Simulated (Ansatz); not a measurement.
**Li2YZnC6N6 (Fm-3m)**

The calculation used Ansatz, DFT PBE, scalar-relativistic, plane waves, PAW.

Plane waves to 420 eV, a k mesh through Γ of 6×6×6 on the computed 16-atom cell and Gaussian smearing (0.10 eV); no spin polarisation.

The structure is relaxed at this level of theory with its symmetry kept, and needn't be the ground state of this composition.

```
Li Y Zn C N
1.0
     0.00000    5.75229    5.75229
     5.75229    0.00000    5.75229
     5.75229    5.75229    0.00000
Li Y Zn C N
2 1 1 6 6
Cartesian
  2.8761 2.8761 2.8761
  8.6284 8.6284 8.6284
  5.7523 5.7523 5.7523
  0.0000 0.0000 0.0000
  2.2221 5.7523 5.7523
  5.7523 2.2221 5.7523
  5.7523 5.7523 2.2221
  9.2825 5.7523 5.7523
  5.7523 9.2825 5.7523
  5.7523 5.7523 9.2825
  3.3966 5.7523 5.7523
  5.7523 3.3966 5.7523
  5.7523 5.7523 3.3966
  8.1080 5.7523 5.7523
  5.7523 8.1080 5.7523
  5.7523 5.7523 8.1080
```

Q: Formation energy from the elements' standard states (uncorrected)?

A: +0.183 eV/atom.

Q: Kohn–Sham band gap?

A: none (metal).

Q: Density of states at the Fermi level?

A: 4.1 states/eV per cell.

Q: Orbital (Löwdin) character within 0.5 eV of the Fermi level?

A: Li 2s 43 %, Y 4d 26 %, C 2p 22 %.

Spin polarisation was left out, and a magnetic state may lie lower.

The cell was found from a structure generator's guess, not taken from experiment. Löwdin shares on free-atom orbitals overweight diffuse shells.
